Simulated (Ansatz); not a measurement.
Mg2Rh:
```
Mg2Rh
1.0
   -1.58453     1.58453     5.01424
    1.58453    -1.58453     5.01424
    1.58453     1.58453    -5.01424
Mg Rh
2 1
Direct
  0.64341   0.64341   0.00000
  0.35659   0.35659   0.00000
  0.00000   0.00000   0.00000
```

Relaxed with PBEsol. Special points in fractions of this cell's reciprocal vectors: Γ (0.000, 0.000, 0.000); X (0.000, 0.000, 0.500); P (0.250, 0.250, 0.250); N (0.000, 0.500, 0.000); M (0.500, 0.500, -0.500); S (0.275, 0.725, -0.275); S0 (-0.275, 0.275, 0.275); R (-0.050, 0.050, 0.500); G (0.500, 0.500, -0.050).

Question: List the band energies nearest the Fermi level at these points for PBEsol with spin–orbit coupling in the plane-wave PAW code Ansatz.

Answer: In eV from the Fermi level; about four levels below and three above (degenerate sets whole), none deeper than 8.9 eV; points with the same levels are listed once.

```json
[
 {"k": "Γ", "below": "-0.74 -0.74 -0.55 -0.55", "above": "1.40 1.40 7.34 7.34"},
 {"k": "X", "below": "-1.50 -1.50 -0.03 -0.03", "above": "0.26 0.26 1.45 1.45"},
 {"k": "P", "below": "-2.55 -2.55 -1.51 -1.51", "above": "0.25 0.25 0.51 0.51"},
 {"k": "N", "below": "-0.94 -0.94 -0.32 -0.32", "above": "0.73 0.73 2.85 2.85"},
 {"k": "M", "below": "-1.02 -1.02 -0.54 -0.54", "above": "5.82 5.82 7.14 7.14"},
 {"k": "S", "below": "-1.18 -1.18 -0.93 -0.93", "above": "0.73 0.73 3.85 3.85"},
 {"k": "R", "below": "-1.51 -1.51 -0.38 -0.38", "above": "0.60 0.60 0.95 0.95"}
]
```

Space group I4/mmm (MoSi2 or CaC2 type). The workflow started from a Materials Project entry (that database holds measured and hypothetical structures alike); the Crystallography Open Database copy checked does not list it. Whether it is the stable phase at ambient conditions was not checked. The cell was relaxed with PBEsol under the symmetry of its start; its stability against distortions is not shown here. The run is not spin-polarised.

Potentials: the later of the program's two PAW sets.
